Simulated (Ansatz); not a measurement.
## Does relaxation matter for the field gradients of SiO2?

Start: an entry of the Crystallography Open Database (COD), taken as it stands.

Space group P4_12_12 (No. 92); a = 4.9860, c = 6.9770 Å.

| site | Wyckoff | site symmetry | x | y | z |
| --- | --- | --- | --- | --- | --- |
| Si | 4a | ..2 | 0.2988 | 0.2988 | 0.0000 |
| O | 8b | 1 | 0.2408 | 0.1017 | 0.1766 |

One atom of each set is listed.

Level of theory: DFT, PBE, plane waves and PAW, scalar-relativistic, 420 eV cutoff, Γ-centred 5×5×4 k-points, Fermi–Dirac smearing 0.02 eV (Ansatz 0.2.0).

The largest force at the start is 0.47 eV/Å. Relaxing the ions at fixed cell moves them by 0.072 Å at most (atom 10, O) and 0.062 Å rms.

| site | moved (Å) | first shell before | first shell after | V_zz before (10²¹ V/m²) | η before |
| --- | --- | --- | --- | --- | --- |
| Si | 0.031 | 4 O at 1.60–1.61 Å | 4 O at 1.62–1.63 Å | -0.34 | 0.49 |
| O | 0.072 | 2 Si at 1.60–1.61 Å, angle 148° | 2 Si at 1.62–1.63 Å, angle 144° | 9.21 | 0.12 |

**Question.** What are V_zz and η after the relaxation?

**Answer.** 

```csv
site,V_zz after,η after,change of V_zz
Si,-0.37,0.70,-0.03
O,9.52,0.18,+0.31
```

The largest change of V_zz is on O, from 9.21 to 9.52. In per cent, |V_zz| changes by +3 on O (all sites that start above 0.5). Where |V_zz| stays above 0.1, η moves most on Si, from 0.49 to 0.70.
